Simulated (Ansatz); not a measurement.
The calculation used Ansatz, DFT PBE, scalar-relativistic, plane waves, PAW. Settings: cutoff 420 eV, Γ-centred meshes spaced at most about 0.3 Å⁻¹, and about 0.25 Å⁻¹ or finer for metals (2π included), Gaussian smearing. No spin polarisation in the final relaxations.

These are static total energies at zero pressure.

Two relaxed structures of Ta2P3Au:

A. Space group P-4m2 (No. 115), tetragonal, a = 3.491 Å, c = 7.920 Å. Around Ta lie 5 P at 2.58–2.63 Å, 2 Au at 2.82 Å and 2 P at 2.82 Å; P on a site of symmetry -4m2 is surrounded by 4 Au at 2.47 Å and 4 Ta at 2.82 Å; P on a site of symmetry 2mm has 5 Ta at 2.58–2.63 Å and 4 P at 2.98 Å; around Au lie 4 P at 2.47 Å and 4 Ta at 2.82 Å.

B. Space group P4mm (No. 99), tetragonal, a = 3.537 Å, c = 7.710 Å. Ta on its first site has 4 P at 2.57 Å, 4 P at 2.75 Å and 1 Au at 2.85 Å; Ta on its second site is surrounded by 4 P at 2.54 Å, 4 Au at 2.76 Å and 1 P at 2.87 Å; P on a site of symmetry 2mm has 4 P at 2.50 Å and 4 Ta at 2.54–2.57 Å; P on a site of symmetry 4mm is surrounded by 5 Ta at 2.75–2.87 Å and 4 Au at 3.03 Å; Au is surrounded by 5 Ta at 2.76–2.85 Å, 4 P at 3.03 Å and 4 P at 3.48 Å.

Problem. Which is lower in energy, and by how much?

Solution. A is lower, by 135 meV/atom. A has space group P-4m2 (No. 115), 16.1 Å³/atom and no gap on its mesh; B has space group P4mm (No. 99), 16.1 Å³/atom and no gap. Counting P atoms around Au and Ta (those within 1.25 times the shortest such distance or 1.15 times the sum of covalent radii, 1.27 where that leaves under three; a plus sign parts nearer from farther groups; the shortest distance is added where it exceeds 1.18 times the sum of covalent radii; a slash parts the counts of unlike sites), A has Ta 7, Au 4 and B has Ta 4+1/8, Au 4+4 from 3.0 Å. Both come from invented guesses.

Spin–orbit coupling, which can matter for Au and Ta, is left out. Cells relaxed within their symmetry can be saddle points.
